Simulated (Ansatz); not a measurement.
These are results of DFT PBE, scalar-relativistic, plane waves, PAW, and for the lanthanide a 4f-in-core norm-conserving potential, in Ansatz 0.2.0, not measurements. All cells share a 660 eV cutoff and Γ-centred k meshes spaced at most about 0.3 Å⁻¹ (about 0.25 or finer for metals, 2π included). No spin polarisation in the final relaxations.

All energies are static (0 K, no zero-point motion). All come from trial cells, and lower structures may exist.

Problem. These unrelaxed guesses for LiNd are each relaxed within their symmetry. Order them by the energy at which they end, lowest first.
A.

```
Li Nd
1.0
     3.38353    0.00000    0.00000
     0.00000    3.38353    0.00000
     0.00000    0.00000    3.38353
Li Nd
1 1
Direct
  0.00000 0.00000 0.00000
  0.50000 0.50000 0.50000
```

B.

```
Li Nd
1.0
     0.00000    3.40062    3.40062
     3.40062    0.00000    3.40062
     3.40062    3.40062    0.00000
Li Nd
2 2
Direct
  0.50000 0.50000 0.50000
  0.75000 0.75000 0.75000
  0.00000 0.00000 0.00000
  0.25000 0.25000 0.25000
```

Solution. A (ends in Pm-3m, caesium chloride type, 0 meV/atom), B (ends in Fd-3m, NaTl (B32) type, 94 meV/atom). Even the lowest end lies +0.15 eV/atom against the elements.

Cells relaxed within their symmetry can be saddle points. Some structure types and database cells were kept out of the candidates from the start, so a known form may be missing.

The lanthanide is trivalent by construction, without f bands, f moments or other valences. The reference runs of the other elements, and any phases without the lanthanide, used 420 eV, which shifts energies against them by under 10 meV/atom. The lanthanide's reference is the lowest of its hcp, dhcp and fcc cells.
